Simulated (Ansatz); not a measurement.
Level of theory: DFT PBE, scalar-relativistic, plane waves, PAW (Ansatz). All cells share a 420 eV cutoff and Γ-centred k meshes spaced at most about 0.3 Å⁻¹ (about 0.25 or finer for metals, 2π included). Collinear spin in cells that started with moments and kept them past the coarse steps, no spin elsewhere.

Temperature and zero-point effects are left out.

Two relaxed structures of AlO₂:

A. (site moments under 0.1 μB)

```
Al O
1.0
     2.56842    0.00000    0.00000
     0.00000    2.56842    0.00000
     0.00000    0.00000    4.22205
Al O
1 2
Direct
  0.00000 0.00000 0.00000
  0.50000 0.50000 0.23889
  0.50000 0.50000 0.76111
```

B. (site moments O 0.3 (×2) μB)

```
Al O
1.0
     3.52840    0.00000    0.00000
     0.00000    3.52840    0.00000
     0.00000    0.00000    5.41445
Al O
1 2
Direct
  0.50000 0.50000 0.00000
  0.50000 0.00000 0.00000
  0.00000 0.50000 0.00000
```

Task: Which form is favoured at zero pressure, and by what margin per atom?

Result: B is lower, by 0.32 eV/atom. A has space group P4/mmm (No. 123), 9.3 Å³/atom and no gap on its mesh; B has space group P4/mmm (No. 123), 22.5 Å³/atom and no gap. Counting O atoms around Al (those within 1.25 times the shortest such distance or 1.15 times the sum of covalent radii), A has Al 8 and B has Al 4. Their magnetic states differ too, which can make part of the margin. Both come from invented guesses. The part of the Crystallography Open Database at hand lists AlO2 in space group No. 62, which no cell shown has.

Weakly bound directions are ill-defined at this level, which has no dispersion term (P4/mmm at 22.5 Å³/atom), and this can change margins and order among such cells. Another magnetic order may lie lower. Cells relaxed within their symmetry can be saddle points.
